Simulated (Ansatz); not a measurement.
BN:
```
BN
1.0
    0.00000     1.79028     1.79028
    1.79028     0.00000     1.79028
    1.79028     1.79028     0.00000
N B
1 1
Direct
  0.75000   0.75000   0.75000
  0.00000   0.00000   0.00000
```

Cartesian axes are those of the cell as given.

Task: Give the high-frequency dielectric tensor and the Born effective charge tensors of the independent atoms from DFPT, DFT-LDA in the program Ansatz with PAW potentials.

Result: 
ε∞:
```
4.57  0.00  0.00
0.00  4.57  0.00
0.00  0.00  4.57
```
Z* of atom 1 (N), rows: field, columns: displacement, in e:
```
-1.88   0.00   0.00
 0.00  -1.88   0.00
 0.00   0.00  -1.88
```
Z* of atom 2 (B), rows: field, columns: displacement, in e:
```
1.88  0.00  0.00
0.00  1.88  0.00
0.00  0.00  1.88
```

Space group F-43m (zinc blende). The cell was relaxed with LDA under the symmetry of its start.

Potentials: the later of the program's two PAW sets.
